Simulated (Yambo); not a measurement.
Yambo run on VAg$_{3}$O$_{4}$ (space group I-42m, No. 121). The wavefunctions come from this Quantum ESPRESSO step (PBEsol, PseudoDojo standard norm-conserving files, scalar-relativistic):

```
&CONTROL
  calculation = 'nscf'
  pseudo_dir = './pseudo'
  outdir = './out'
/
&SYSTEM
  ibrav = 0
  nat = 8
  ntyp = 3
  ecutwfc = 84.0
  ecutrho = 336.0
  occupations = 'fixed'
  force_symmorphic = .true.
  nbnd = 156
/
&ELECTRONS
  conv_thr = 8e-09
  diago_full_acc = .true.
  diago_thr_init = 1e-08
/
ATOMIC_SPECIES
O 15.9990 O.upf
V 50.9415 V.upf
Ag 107.8682 Ag.upf
CELL_PARAMETERS angstrom
 -2.480635000000   2.480635000000   4.893565000000
  2.480635000000  -2.480635000000   4.893565000000
  2.480635000000   2.480635000000  -4.893565000000
ATOMIC_POSITIONS crystal
O   0.696360000000   0.099920000000   0.000000000000
O   0.900080000000   0.900080000000   0.596440000000
O   0.099920000000   0.696360000000   0.000000000000
O   0.303640000000   0.303640000000   0.403560000000
V   0.000000000000   0.000000000000   0.000000000000
Ag   0.750000000000   0.250000000000   0.500000000000
Ag   0.250000000000   0.750000000000   0.500000000000
Ag   0.500000000000   0.500000000000   0.000000000000
K_POINTS automatic
4 4 4 0 0 0
```

Yambo input:

```
rim_cut
gw0
dyson
el_el_corr
HF_and_locXC
ppa
em1d
RandQpts= 1000000
RandGvec= 1 Ry
EXXRLvcs= 84 Ry
VXCRLvcs= 336 Ry
Chimod= "HARTREE"
% BndsRnXp
 14 | 155 |
%
NGsBlkXp= 6 Ry
% LongDrXp
 1.0 | 1.0 | 1.0 |
%
PPAPntXp= 27.2114 eV
% GbndRnge
 1 | 155 |
%
GTermKind= "BG"
DysSolver= "n"
ExtendOut
% QPkrange
 1 | 1 | 47 | 48 |
 3 | 3 | 47 | 48 |
 6 | 6 | 47 | 48 |
 8 | 8 | 47 | 48 |
 11 | 11 | 47 | 48 |
%
```

k points by index: 1 = Γ, 3 = X, 6 = N, 8 = P, 11 = (0.25, -0.25, 0.25).

Table of the .qp output:

```
#    K-point    Band    Eo [eV]    E [eV]    E-Eo [eV]    Vxc [eV]    Vnlxc [eV]    Sc|Eo [eV]    Sc|E [eV]    dSc/dw|Eo [eV]    Re(Z)    Im(Z)
#
    1    47    -0.250228    -0.842721    -0.592493    -23.61416    -29.25924    4.883551    5.052581    -7.761095    0.778077    -0.001418
    1    48    0.403441    0.901813    0.498373    -12.05711    -8.019207    -3.429792    -3.539532    -5.990765    0.819565    -0.001138
    3    47    -0.186275    -0.684875    -0.498599    -22.98222    -28.36053    4.735677    4.879708    -7.858388    0.775919    -0.001396
    3    48    2.362687    3.469183    1.106496    -20.22558    -13.98879    -4.791209    -5.130296    -8.337807    0.765454    -0.001582
    6    47    -0.114030    -0.602192    -0.488162    -23.21187    -28.44757    4.607021    4.747540    -7.830726    0.776531    -0.001401
    6    48    2.151581    3.173062    1.021481    -19.29141    -13.43183    -4.541059    -4.838099    -7.911824    0.774738    -0.001511
    8    47    -0.162751    -0.666442    -0.503691    -23.12616    -28.52932    4.754163    4.899475    -7.848147    0.776145    -0.001393
    8    48    2.517869    3.697734    1.179865    -21.56892    -15.12113    -4.886342    -5.267931    -8.799423    0.755641    -0.001677
    11    47    0.000000    -0.489310    -0.489310    -23.40681    -28.74220    4.705333    4.846081    -7.825033    0.776658    -0.001391
    11    48    1.948614    2.845940    0.897325    -17.35340    -11.89487    -4.322494    -4.561200    -7.237760    0.789898    -0.001378
```
(The two width columns are left out.) Convergence of these settings isn't established.

Spin-orbit coupling is not included.

Geometry of the Materials Project entry, not relaxed at this level.

The runs are not spin-polarised; magnetic order was not tried.
